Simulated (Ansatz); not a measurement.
An Ansatz (a program for electronic structure) run. Input:

Ansatz 0.2 input:
```yaml
crystal:
  lattice:
    - [3.0601340697, 0.0, 0.0]
    - [-1.5300670348, 2.6501538433, 0.0]
    - [0.0, 0.0, 3.5094236697]
  atoms:
    - { symbol: Mg, position: [0.0, 0.0, 0.0] }
    - { symbol: B, position: [0.3333333333, 0.6666666667, 0.5] }
    - { symbol: B, position: [0.6666666667, 0.3333333333, 0.5] }
kpoints:
  mp_grid: { grid: [32, 32, 24] }
hamiltonian:
  xc: pbesol
  pseudopotentials: { kind: paw }
scf:
  occupations: { method: fermi_dirac, width: 0.1 }
elastic: { mode: relaxed_ion, stencil: two_point, amplitude: 0.005, f_tol: 0.0005 }
```

Output (shortened):

```
Pseudopotentials: kind: paw
Pseudopotential: Mg, paw, valence charge 10
Pseudopotential: B, paw, valence charge 3
Functional definition: PBEsol
Crystal: 3 atoms, lattice volume = 28.461 Å³
Basis set: ecut = 420 eV, 563 PW (Γ), exchange–correlation on 48×48×48 points (8 copies of the dense FFT grid, shifted against one another)
Bands: 12, of which v1, the nominal top of the filled ones, is band 8 counted from 1 (7 counted from 0)
Symmetry: 24 space group operations
Space group: P6/mmm (ITA 191), of the structure as read, at distance tolerance 3.1e-5 Å
k-points: 1326 of 24576
PAW frozen core: Mg, regenerated for the run's functional, and the local potential with it
PAW frozen core: B, regenerated for the run's functional, and the local potential with it
Initial wavefunctions: pseudopotential atomic-orbital guess
Eigensolver: davidson
Functional: x = pbesol(κ = 0.804, μ = 0.12345679012345678), c = pbesol(β = 0.046)
all-band conjugate gradients solve this SCF's bands
the search or the solves at the SCF's close seem to have found levels that the self-consistency loop had missed (the run counts 1) …
SCF 1 converged in 9 iterations: F = -2217.800834 eV  dr2 = 2.09e-15
Crystal: 3 atoms, lattice volume = 28.319 Å³
Basis set: ecut = 420 eV, 547 PW (Γ), exchange–correlation on 48×48×48 points (8 copies of the dense FFT grid, shifted against one another)
Symmetry: 8 space group operations
k-points: 3549 of 24576
Initial density: handed on by an earlier stage of this run
Initial wavefunctions: pseudopotential atomic-orbital guess (no wavefunctions were taken with the density)
SCF 2 converged in 9 iterations: F = -2217.799372 eV  dr2 = 1.51e-15
relax step   1: F+E_penalty+E_count = -2217.79937201 eV  Δ(F+E_penalty+E_count) = +0.000e0 eV  max|allowed force component| = 2.097e-2 eV/Å  Δτ_max = 0.0000 Å  (9 SCF iters, accepted)
density extrapolation: transplant  |δρ|_rms = 4.767e-2 e/Å³  SAD shift = 9.124e-5 e/Å³
Crystal: 3 atoms, lattice volume = 28.319 Å³
Initial wavefunctions: those handed on with the density
SCF 3 converged in 6 iterations: F = -2217.799383 eV  dr2 = 2.56e-14
relax step   2: F+E_penalty+E_count = -2217.79938307 eV  Δ(F+E_penalty+E_count) = -1.106e-5 eV  max|allowed force component| = 1.679e-2 eV/Å  Δτ_max = 0.0003 Å  (6 SCF iters, accepted)
density extrapolation: transplant  |δρ|_rms = 4.767e-2 e/Å³  SAD shift = 3.659e-4 e/Å³
Crystal: 3 atoms, lattice volume = 28.319 Å³
SCF 4 converged in 7 iterations: F = -2217.799403 eV  dr2 = 6.84e-15
relax step   3: F+E_penalty+E_count = -2217.79940263 eV  Δ(F+E_penalty+E_count) = -1.956e-5 eV  max|allowed force component| = 1.621e-4 eV/Å  Δτ_max = 0.0012 Å  (7 SCF iters, accepted)
Crystal: 3 atoms, lattice volume = 28.319 Å³
SCF 5 converged in 8 iterations: F = -2217.799403 eV  dr2 = 3.04e-14
Crystal: 3 atoms, lattice volume = 28.603 Å³
SCF 6 converged in 9 iterations: F = -2217.800310 eV  dr2 = 1.30e-15
relax step   1: F+E_penalty+E_count = -2217.80031012 eV  Δ(F+E_penalty+E_count) = +0.000e0 eV  max|allowed force component| = 1.770e-2 eV/Å  Δτ_max = 0.0000 Å  (9 SCF iters, accepted)
density extrapolation: transplant  |δρ|_rms = 4.698e-2 e/Å³  SAD shift = 3.800e-4 e/Å³
Crystal: 3 atoms, lattice volume = 28.603 Å³
SCF 7 converged in 7 iterations: F = -2217.800332 eV  dr2 = 1.79e-14
relax step   2: F+E_penalty+E_count = -2217.80033233 eV  Δ(F+E_penalty+E_count) = -2.221e-5 eV  max|allowed force component| = 4.700e-4 eV/Å  Δτ_max = 0.0012 Å  (7 SCF iters, accepted)
Crystal: 3 atoms, lattice volume = 28.603 Å³
SCF 8 converged in 7 iterations: F = -2217.800332 eV  dr2 = 9.65e-14
density extrapolation: transplant  |δρ|_rms = 4.732e-2 e/Å³  SAD shift = 8.172e-3 e/Å³
Crystal: 3 atoms, lattice volume = 28.319 Å³
SCF 9 converged in 7 iterations: F = -2217.800953 eV  dr2 = 9.47e-15
density extrapolation: first-order (α = -2.000)  |δρ|_rms = 4.732e-2 e/Å³  SAD shift = 8.109e-3 e/Å³
Crystal: 3 atoms, lattice volume = 28.603 Å³
SCF 10 converged in 5 iterations: F = -2217.799523 eV  dr2 = 4.48e-14
Crystal: 3 atoms, lattice volume = 28.461 Å³
Symmetry: 4 space group operations
k-points: 6354 of 24576
SCF 11 converged in 8 iterations: F = -2217.800666 eV  dr2 = 1.74e-14
relax step   1: F+E_penalty+E_count = -2217.80066607 eV  Δ(F+E_penalty+E_count) = +0.000e0 eV  max|allowed force component| = 1.144e-4 eV/Å  Δτ_max = 0.0000 Å  (8 SCF iters, accepted)
Crystal: 3 atoms, lattice volume = 28.461 Å³
SCF 12 converged in 8 iterations: F = -2217.800666 eV  dr2 = 1.87e-14
Crystal: 3 atoms, lattice volume = 28.461 Å³
SCF 13 converged in 8 iterations: F = -2217.800666 eV  dr2 = 1.70e-14
relax step   1: F+E_penalty+E_count = -2217.80066607 eV  Δ(F+E_penalty+E_count) = +0.000e0 eV  max|allowed force component| = 1.144e-4 eV/Å  Δτ_max = 0.0000 Å  (8 SCF iters, accepted)
Crystal: 3 atoms, lattice volume = 28.461 Å³
SCF 14 converged in 8 iterations: F = -2217.800666 eV  dr2 = 1.91e-14
SCF converged after 9 iterations
Free energy (F): -2217.800834 eV
Harris-Foulkes:  -2217.800834 eV  (|F-HF|=4.55e-13)
Internal energy: -2217.778243 eV  (E = F + TS)
E sigma→0 (E₀):  -2217.789539 eV
Entropy (-TS):   -0.022591 eV (-7.530 meV/atom)
Fermi energy:    9.372008 eV
--- Per-component energies (eV) ---
  E_band       = -288.884551
  E_kinetic    = 174.579759
  E_local      = -1512.219859  (includes V_loc(G=0)·N_el)
  E_nonlocal   = 118.798197
  E_hartree    = 537.889311
  E_xc         = -93.892457
  E_vxc        = -115.065505  (∫ρ·V_xc dr)
  E_paw        = -431.447522  (= ΣΔE_a)
  E_vpaw       = -30.755752  (= ΣTr[D̂ρ^β])
  E_aug_tail   = -0.000012  (compensation charges beyond the density's cutoff)
  E_ewald      = -1011.573944
  E_core_change = 0.088284  (= ΣΔE_core)
  E_smearing   = -0.022591  (= −TS)
  E_closure    = 0.000000  (closes the sum)
  Σ components = -2217.800834   (vs F -2217.800834, Δ=0.00e0)
--- Forces (eV/Å), atoms counted from 1 ---
  atom   1  Mg     0.00000000     0.00000000     0.00000000
  atom   2  B      0.00000000     0.00000000     0.00000000
  atom   3  B      0.00000000     0.00000000     0.00000000
  max |Σ_I F_I| component: 0.0 eV/Å
--- Stress (GPa, compression-positive) ---
        0.518769       0.000000       0.000000
        0.000000       0.518769       0.000000
        0.000000       0.000000      -0.809962
  P = ⅓ Tr σ = 0.0759 GPa (0.759 kbar)
  The stress holds the Pulay correction. Without it, at fixed plane waves, as pw.x and ABINIT print it: P = -0.0970 GPa
  The stress includes an estimate of the error left by incomplete SCF convergence (largest component  0.0000 GPa; it does not cover the PAW one-centre terms).
--- Band table (eV; the first three rows and the last of 1326) ---
  k-point 0: bands = ["-65.3364", "-32.2747", "-32.2747", "-32.2640", "-3.1367", "6.3733", "9.7957", "9.7957", "10.9905", "15.7911", "15.7911", "17.7728"]
  k-point 1: bands = ["-65.3364", "-32.2747", "-32.2747", "-32.2642", "-3.1213", "6.2386", "9.8019", "9.8019", "11.1606", "15.7962", "15.7962", "17.7675"]
  k-point 2: bands = ["-65.3363", "-32.2746", "-32.2746", "-32.2646", "-3.0755", "5.8836", "9.8193", "9.8193", "11.6216", "15.8109", "15.8109", "17.7523"]
  k-point 1325: bands = ["-65.3318", "-32.3061", "-32.3032", "-32.2639", "2.8762", "3.1246", "4.1642", "7.1586", "7.5326", "13.0220", "20.8117", "21.6542"]
  band table: 12 of 12 bands, residual norms ≤ 1.0e-3 eV
--- Elastic constants: 3 strain directions × 2 members + reference (group order 24) ---
  dense FFT box of the reference and of every strained cell: 24×24×24
  strains applied: 11, 33, 23; error gains …
  C = ∂σ_k/∂η_j (tension-positive GPa; Voigt order 11 22 33 23 13 12):
       434.538     62.845     35.611      0.000      0.000      0.000
        62.845    434.538     35.611      0.000      0.000      0.000
        34.314     34.314    267.481      0.000      0.000      0.000
         0.000      0.000      0.000     74.654      0.000      0.000
         0.000      0.000      0.000      0.000     74.654      0.000
         0.000      0.000      0.000      0.000      0.000    185.847
  reference stress σ⁰ (GPa):     -0.519     -0.519      0.810      0.000      0.000      0.000
  moduli (Voigt/Reuss/Hill, GPa): K = 155.79/146.33/151.06   G = 133.95/111.83/122.89   E = 290.03   ν = 0.180
  mechanically stable: yes (min eigenvalue of sym C = 74.65 GPa)
  strain η (Voigt 11):  stress-route row diagonal C_11 = 434.54 GPa, energy-path curvature d²(F+E_count+ΔE)/dδ²/Ω₀ = 434.64 GPa
         δ    σ_11 (GPa)             F (eV)   n_scf  n_hpsi   n_pw
    -5.000e-3      -2.7056       -2217.7994026       8  764265    569   relax 3 steps, max|allowed force component| 1.62e-4 eV/Å
     5.000e-3       1.6398       -2217.8003323       7  743410    577   relax 2 steps, max|allowed force component| 4.70e-4 eV/Å
  strain η (Voigt 33):  stress-route row diagonal C_33 = 267.48 GPa, energy-path curvature d²(F+E_count+ΔE)/dδ²/Ω₀ = 267.47 GPa
         δ    σ_33 (GPa)             F (eV)   n_scf  n_hpsi   n_pw
    -5.000e-3      -0.5357       -2217.8009535       7  298358    568   relax 0 steps, max|allowed force component| 7.40e-17 eV/Å
     5.000e-3       2.1391       -2217.7995227       5  242340    575   relax 0 steps, max|allowed force component| 1.48e-16 eV/Å
  strain η (Voigt 23):  stress-route row diagonal C_44 = 74.65 GPa, energy-path curvature d²(F+E_count+ΔE)/dδ²/Ω₀ = 74.58 GPa
         δ    σ_23 (GPa)             F (eV)   n_scf  n_hpsi   n_pw
    -5.000e-3      -0.3733       -2217.8006661       8  1380540    572   relax 1 steps, max|allowed force component| 1.14e-4 eV/Å
     5.000e-3       0.3733       -2217.8006661       8  1380416    572   relax 1 steps, max|allowed force component| 1.14e-4 eV/Å
```

Cost: about 11 core-minutes (a rough figure) on shared cores.

The PBEsol relaxation kept the symmetry of its start; of distortions, only those at the zone centre were tested. As this level gives no gap, shear constants depend on the k-mesh and smearing (Fermi–Dirac, 0.1 eV here). On the denser mesh and wider smearing of the elastic run this cell carries a stress of 0.8 GPa.

Potentials: the later of the program's two PAW sets.

Ansatz is a plane-wave DFT program.
